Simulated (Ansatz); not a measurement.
CsSnI$_{3}$ (cubic perovskite)

```xyz
5
Lattice="6.2712 0.0000 0.0000 0.0000 6.2712 0.0000 0.0000 0.0000 6.2712" Properties=species:S:1:pos:R:3 pbc="T T T"
Cs     0.0000     0.0000     0.0000
Sn     3.1356     3.1356     3.1356
I      0.0000     3.1356     3.1356
I      3.1356     3.1356     0.0000
I      3.1356     0.0000     3.1356
```

The slice is a {100} plane (indices of the conventional cell) through the point (0.500, 0.000, 0.500) (fractional), spanned by u = [100] and v = [010] in vectors of this cell: u (6.27 Å) and v (6.27 Å, at 90° to u). It covers one period; positions are fractions (u, v).

Calculation: PBE (plane waves to 420 eV, PAW, scalar-relativistic; Ansatz, an electronic-structure program). k mesh 6×6×6. Near the nuclei the fields are pseudised (PAW); where an atom keeps semicore shells as valence, they peak there. CsSnI3 was relaxed with its symmetry unable to fall. Spin-orbit coupling is left out, though I is heavy. The PAW data are Ansatz's earlier set. This is a high-temperature form of CsSnI3.

Three fields on this plane, each scaled to ten steps between its own extremes (0 low, 9 high; the total valence density on a logarithmic scale, the potential cut 8 eV below its top; x marks points blanked near nuclei; v = 0 in the bottom row):

Map A
```
|xxxxx0589999999999999850xxxx|
|xxxx006899999999999998600xxx|
|xxxx037899999999999998730xxx|
|xx0026899999999999999986200x|
|0002578999999999999999875200|
|2345789999999999999999987543|
|4456788999988888889999887654|
|1234678898876545678898876432|
|0001357887630000036788753100|
|xx00036775200xxx00257763000x|
|xxxx0146520xxxxxxx0256410xxx|
|xxxx0035400xxxxxxx0045300xxx|
|xxxxx02430xxxxxxxxx03420xxxx|
|xxxxx01420xxxxxxxxx02410xxxx|
|xxxxx02430xxxxxxxxx03420xxxx|
|xxxx0035400xxxxxxx0045300xxx|
|xxxx0146520xxxxxxx0256410xxx|
|xx00036775200xxx00257763000x|
|0001357887630000036788753100|
|1234678898876545678898876432|
|4456788999988888889999887654|
|2345789999999999999999987543|
|0002578999999999999999875200|
|xx0026899999999999999986200x|
|xxxx037899999999999998730xxx|
|xxxx006899999999999998600xxx|
|xxxxx0589999999999999850xxxx|
|xxxxx0489999999999999840xxxx|
```

Map B
```
|xxxxx9997310000000137999xxxx|
|xxxx899852000000000258998xxx|
|xxxx898731000000000137898xxx|
|xx7898741000011100001478987x|
|8888764100012343210001467888|
|7776531000135777531000135677|
|5443210001478999874100012344|
|3332210014789999987410012233|
|3333321136899999998631123333|
|xx44332257988xxx88975223344x|
|xxxx4323688xxxxxxx8863234xxx|
|xxxx4334787xxxxxxx7874334xxx|
|xxxxx33478xxxxxxxxx87433xxxx|
|xxxxx33578xxxxxxxxx87533xxxx|
|xxxxx33478xxxxxxxxx87433xxxx|
|xxxx4334787xxxxxxx7874334xxx|
|xxxx4323688xxxxxxx8863234xxx|
|xx44332257988xxx88975223344x|
|3333321136899999998631123333|
|3332210014789999987410012233|
|5443210001478999874100012344|
|7776531000135777531000135677|
|8888764100012343210001467888|
|xx7898741000011100001478987x|
|xxxx898731000000000137898xxx|
|xxxx899852000000000258998xxx|
|xxxxx9997310000000137999xxxx|
|xxxxx9997410000000147999xxxx|
```

Map C
```
|xxxxx9865321000001235689xxxx|
|xxxx987643210000012346789xxx|
|xxxx987543221111122345789xxx|
|xx9987654322222222234567899x|
|9988765433333333333334567889|
|8887655433444555444334556788|
|7776654444556666655444456677|
|7776654455677888776554456677|
|8887655556788999887655556788|
|xx98766667899xxx99876666789x|
|xxxx8766789xxxxxxx9876678xxx|
|xxxx9877889xxxxxxx9887789xxx|
|xxxxx87789xxxxxxxxx98778xxxx|
|xxxxx87789xxxxxxxxx98778xxxx|
|xxxxx87789xxxxxxxxx98778xxxx|
|xxxx9877889xxxxxxx9887789xxx|
|xxxx8766789xxxxxxx9876678xxx|
|xx98766667899xxx99876666789x|
|8887655556788999887655556788|
|7776654455677888776554456677|
|7776654444556666655444456677|
|8887655433444555444334556788|
|9988765433333333333334567889|
|xx9987654322222222234567899x|
|xxxx987543221111122345789xxx|
|xxxx987643210000012346789xxx|
|xxxxx9865321000001235689xxxx|
|xxxxx9865321000001235689xxxx|
```

Question: Assign the maps to these fields: electron localisation function (ELF); valence electron density; electrostatic potential energy of an electron, from the cell's mean.

Answer: A is the electrostatic potential energy of an electron, from the cell's mean; B is the electron localisation function (ELF); C is the valence electron density.
